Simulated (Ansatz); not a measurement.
Is this Cd2HgSe3 structure a true minimum?

The cell was found from a structure generator's guess, not taken from experiment.

Computed with DFT PBE, scalar-relativistic, plane waves, PAW (Ansatz). Settings: cutoff 420 eV, Γ-centred mesh 8×8×4 on the computed 6-atom cell, Gaussian smearing of 0.02 eV; no spin polarisation.

The cell below (6 atoms, space group C2 (No. 5)) is relaxed within its symmetry.

```yaml
crystal:
  lattice:
    - [3.80657, -2.14400, 0.00000]
    - [3.80657, 2.14400, 0.00000]
    - [-1.00780, 0.00000, 9.99830]
  atoms:
    - { symbol: Cd, position: [0.40896, 0.00308, 0.33588] }
    - { symbol: Cd, position: [0.99692, 0.59104, 0.66412] }
    - { symbol: Hg, position: [0.68639, 0.31361, 0.00000] }
    - { symbol: Se, position: [0.45411, 0.03197, 0.82134] }
    - { symbol: Se, position: [0.48558, 0.51442, 0.50000] }
    - { symbol: Se, position: [0.96803, 0.54589, 0.17865] }
```

For the test a repeat of it with 12 atoms (edges 4.37, 7.47, 10.05 Å) was strained at random (σ = 1.5 % a component), the atoms were moved at random (σ = 0.15 Å), and all was relaxed again on a coarse 4×2×2 mesh (in the run’s order of axes) with 0.10 eV smearing, with no symmetry imposed.

These runs have no spin–orbit coupling, which can matter for Hg.

Question: What happens?

Answer: It returns, within 1 meV/atom of the unmoved cell on that mesh and with the same symmetry when read at 0.1 Å (P1 at 0.01 Å, so small strains and shifts remain). No instability shows in this cell; modes of other wave vectors, which need another repeat, aren't tested.
